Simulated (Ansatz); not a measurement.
## Kick test of a cell of CsOsC₃N₃

It was reached by relaxing an invented guess, and it needn't be the stable form of this composition.

Level of theory: DFT PBE, scalar-relativistic, plane waves, PAW in Ansatz 0.2.0. Settings: cutoff 420 eV, Γ-centred mesh 6×6×6 on the computed 16-atom cell, Gaussian smearing of 0.02 eV; no spin polarisation.

The cell below (16 atoms, space group Fm-3m (No. 225)) is relaxed within its symmetry.

```
CELL_PARAMETERS angstrom
0.00000 5.22375 5.22375
5.22375 0.00000 5.22375
5.22375 5.22375 0.00000
ATOMIC_POSITIONS crystal
Cs 0.25000 0.25000 0.25000
Cs 0.75000 0.75000 0.75000
Os 0.00000 0.00000 0.00000
Os 0.50000 0.50000 0.50000
C 0.80562 0.19438 0.19438
C 0.19438 0.80562 0.19438
C 0.19438 0.19438 0.80562
C 0.19438 0.80562 0.80562
C 0.80562 0.19438 0.80562
C 0.80562 0.80562 0.19438
N 0.69257 0.30743 0.30743
N 0.30743 0.69257 0.30743
N 0.30743 0.30743 0.69257
N 0.30743 0.69257 0.69257
N 0.69257 0.30743 0.69257
N 0.69257 0.69257 0.30743
```

For the test it was strained at random (σ = 1.5 % a component), the atoms were moved at random (σ = 0.05 Å), and all was relaxed again on a coarse 2×2×2 mesh (in the run’s order of axes) with 0.10 eV smearing, with no symmetry imposed.

Spin–orbit coupling, which can matter for Os, is left out.

Question: Does it come back?

Answer: It returns, within 1 meV/atom of the unmoved cell on that mesh and with the same symmetry when read at 0.1 Å (C2/m at 0.01 Å, so small strains and shifts remain). So it is stable against the distortions that fit this cell and that this random move excites. Modes that don't fit the cell aren't tested.
